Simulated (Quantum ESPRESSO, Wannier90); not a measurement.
## CaHI (P4/nmm, isolated units), plane waves to Wannier functions

Materials Project entry mp-24204; symmetrised, unrelaxed at this level. Method: PBEsol plane waves in Quantum ESPRESSO 7.5 (PseudoDojo norm-conserving files, 58 Ry, no spin polarisation, no spin-orbit coupling), Bloch states on a 6×6×4 mesh through Γ, Wannier90 4.0.1. Density: 8×8×4 mesh, cold smearing 0.01 Ry. The cell is built of weakly bound layers, chains or molecules, whose nearest atoms lie 4.69 Å apart, far more than in van der Waals crystals (3.2 to 4.2 Å): it describes nearly isolated units, such as a monolayer, not the bulk crystal. Spin-orbit coupling is left out although heavy elements are present.

On the energy scale of pw.x, whose zero is arbitrary, the valence-band maximum lies at 3.54 eV.

Input w.win:

```
num_bands = 8
num_wann = 8
exclude_bands = 1-10,19-42
num_iter = 1000
conv_tol = 1.0e-6
conv_window = 4
write_hr = true
write_u_matrices = true
auto_projections = true
begin unit_cell_cart
ang
    4.0233400000    0.0000000000    0.0000000000
    0.0000000000    4.0233400000    0.0000000000
    0.0000000000    0.0000000000    9.3431300000
end unit_cell_cart
begin atoms_frac
Ca   0.0000000000  0.5000000000  0.1301900000
Ca   0.5000000000  0.0000000000 -0.1301900000
H    0.5000000000  0.5000000000  0.0000000000
H    0.0000000000  0.0000000000  0.0000000000
I    0.0000000000  0.5000000000 -0.3002100000
I    0.5000000000  0.0000000000  0.3002100000
end atoms_frac
mp_grid = 6 6 4
begin kpoints
0.0000000000 0.0000000000 0.0000000000
0.0000000000 0.0000000000 0.2500000000
0.0000000000 0.0000000000 0.5000000000
... (141 more lines: the 6x6x4 mesh through Gamma)
end kpoints
```

Input of pw2wannier90.x that gives the overlap and projection files (equivalent; here they were cut from one run over all bands):

```
&inputpp
  outdir = './out'
  prefix = 'pwscf'
  seedname = 'w'
  write_amn = .true.
  write_mmn = .true.
  atom_proj = .true.
  atom_proj_exclude = 1 2 3 4 5 6 7 8 9 10 13 17
/
```

Output w.wout (banner and timings cut):

```
                                    ------
                                    SYSTEM
                                    ------

                              Lattice Vectors (Ang)
                    a_1     4.023340   0.000000   0.000000
                    a_2     0.000000   4.023340   0.000000
                    a_3     0.000000   0.000000   9.343130

                   Unit Cell Volume:     151.23972  (Ang^3)

                        Reciprocal-Space Vectors (Ang^-1)
                    b_1     1.561684   0.000000   0.000000
                    b_2     0.000000   1.561684   0.000000
                    b_3     0.000000   0.000000   0.672493

 *----------------------------------------------------------------------------*
 |   Site       Fractional Coordinate          Cartesian Coordinate (Ang)     |
 +----------------------------------------------------------------------------+
 | ca   1   0.00000   0.50000   0.13019   |    0.00000   2.01167   1.21638    |
 | ca   2   0.50000   0.00000  -0.13019   |    2.01167   0.00000  -1.21638    |
 | h    1   0.50000   0.50000   0.00000   |    2.01167   2.01167   0.00000    |
 | h    2   0.00000   0.00000   0.00000   |    0.00000   0.00000   0.00000    |
 | i    1   0.00000   0.50000  -0.30021   |    0.00000   2.01167  -2.80490    |
 | i    2   0.50000   0.00000   0.30021   |    2.01167   0.00000   2.80490    |
 *----------------------------------------------------------------------------*
                                ------------
                                K-POINT GRID
                                ------------

             Grid size =  6 x  6 x  4      Total points =  144

 *---------------------------------- MAIN ------------------------------------*
 |  Number of Wannier Functions               :                 8             |
 |  Number of Objective Wannier Functions     :                 8             |
 |  Number of input Bloch states              :                 8             |
 |  Output verbosity (1=low, 5=high)          :                 1             |
 |  Timing Level (1=low, 5=high)              :                 1             |
 |  Optimisation (0=memory, 3=speed)          :                 3             |
 |  Length Unit                               :               Ang             |
 |  Post-processing setup (write *.nnkp)      :                 F             |
 |  Using Gamma-only branch of algorithms     :                 F             |
 *----------------------------------------------------------------------------*
 *------------------------------- WANNIERISE ---------------------------------*
 |  Total number of iterations                :              1000             |
 |  Number of CG steps before reset           :                 5             |
 |  Trial step length for line search         :             2.000             |
 |  Convergence tolerence                     :         0.100E-05             |
 |  Convergence window                        :                 4             |
 |  Iterations between writing output         :                 1             |
 |  Iterations between backing up to disk     :               100             |
 |  Write r^2_nm to file                      :                 F             |
 |  Write xyz WF centres to file              :                 F             |
 |  Write on-site energies <0n|H|0n> to file  :                 F             |
 |  Use guiding centre to control phases      :                 F             |
 |  Use phases for initial projections        :                 F             |
 *----------------------------------------------------------------------------*
 *-------------------------------- PLOTTING ----------------------------------*
 |  Plotting Hamiltonian in WF basis          :                 T             |
 *----------------------------------------------------------------------------*

       ... (k-mesh section left out)

 Starting a new Wannier90 calculation ...

 Reading overlaps from w.mmn

 Reading projections from w.amn

 *------------------------------- WANNIERISE ---------------------------------*
 +--------------------------------------------------------------------+<-- CONV
 | Iter  Delta Spread     RMS Gradient      Spread (Ang^2)            |<-- CONV
 +--------------------------------------------------------------------+<-- CONV

 ------------------------------------------------------------------------------
 Initial State
  WF centre and spread    1  (  2.011670,  2.011670,  0.000000 )     1.67216407
  WF centre and spread    2  ( -0.000000, -0.000000,  0.000000 )     1.67216406
  WF centre and spread    3  (  0.000000,  2.011670, -2.691937 )     2.50786422
  WF centre and spread    4  (  0.000000,  2.011670, -2.681282 )     2.41760814
  WF centre and spread    5  (  0.000000,  2.011670, -2.681282 )     2.41760814
  WF centre and spread    6  (  2.011670, -0.000000,  2.691937 )     2.50786422
  WF centre and spread    7  (  2.011670,  0.000000,  2.681282 )     2.41760814
  WF centre and spread    8  (  2.011670, -0.000000,  2.681282 )     2.41760814
  Sum of centres and spreads (  8.046680,  8.046680,  0.000000 )    18.03048915

      0     0.180E+02     0.0000000000       18.0304891401  <-- CONV
        O_D=      0.0078274 O_OD=      0.1103040 O_TOT=     18.0304891 <-- SPRD
 ------------------------------------------------------------------------------
      1    -0.310E-02     0.0636123674       18.0273935206  <-- CONV
        O_D=      0.0078079 O_OD=      0.1072280 O_TOT=     18.0273935 <-- SPRD
      2    -0.173E-02     0.0448247644       18.0256629748  <-- CONV
        O_D=      0.0076377 O_OD=      0.1056676 O_TOT=     18.0256630 <-- SPRD
      3    -0.670E-03     0.0342308967       18.0249931312  <-- CONV
        O_D=      0.0076256 O_OD=      0.1050099 O_TOT=     18.0249931 <-- SPRD
      4    -0.277E-03     0.0252388459       18.0247166182  <-- CONV
        O_D=      0.0076062 O_OD=      0.1047528 O_TOT=     18.0247166 <-- SPRD
      5    -0.118E-03     0.0176776166       18.0245983704  <-- CONV
        O_D=      0.0076001 O_OD=      0.1046406 O_TOT=     18.0245984 <-- SPRD
       ... (lines left out)
     12    -0.213E-06     0.0007430573       18.0245042563  <-- CONV
        O_D=      0.0075957 O_OD=      0.1045509 O_TOT=     18.0245043 <-- SPRD
     13    -0.796E-07     0.0005059631       18.0245041767  <-- CONV
        O_D=      0.0075956 O_OD=      0.1045509 O_TOT=     18.0245042 <-- SPRD
     14    -0.801E-07     0.0003778760       18.0245040966  <-- CONV
        O_D=      0.0075956 O_OD=      0.1045508 O_TOT=     18.0245041 <-- SPRD
             <<<     Delta < 1.000E-06  over  4 iterations     >>>
             <<< Wannierisation convergence criteria satisfied >>>
 Final State
  WF centre and spread    1  (  2.011670,  2.011670,  0.000000 )     1.68218245
  WF centre and spread    2  ( -0.000000, -0.000000,  0.000000 )     1.68218244
  WF centre and spread    3  (  0.000000,  2.011670, -2.691949 )     2.49894421
  WF centre and spread    4  (  0.000000,  2.011670, -2.681206 )     2.41556270
  WF centre and spread    5  (  0.000000,  2.011670, -2.681206 )     2.41556270
  WF centre and spread    6  (  2.011670, -0.000000,  2.691949 )     2.49894421
  WF centre and spread    7  (  2.011670,  0.000000,  2.681206 )     2.41556270
  WF centre and spread    8  (  2.011670, -0.000000,  2.681206 )     2.41556270
  Sum of centres and spreads (  8.046680,  8.046680,  0.000000 )    18.02450411

         Spreads (Ang^2)       Omega I      =    17.912357659
        ================       Omega D      =     0.007595643
                               Omega OD     =     0.104550795
    Final Spread (Ang^2)       Omega Total  =    18.024504097
```
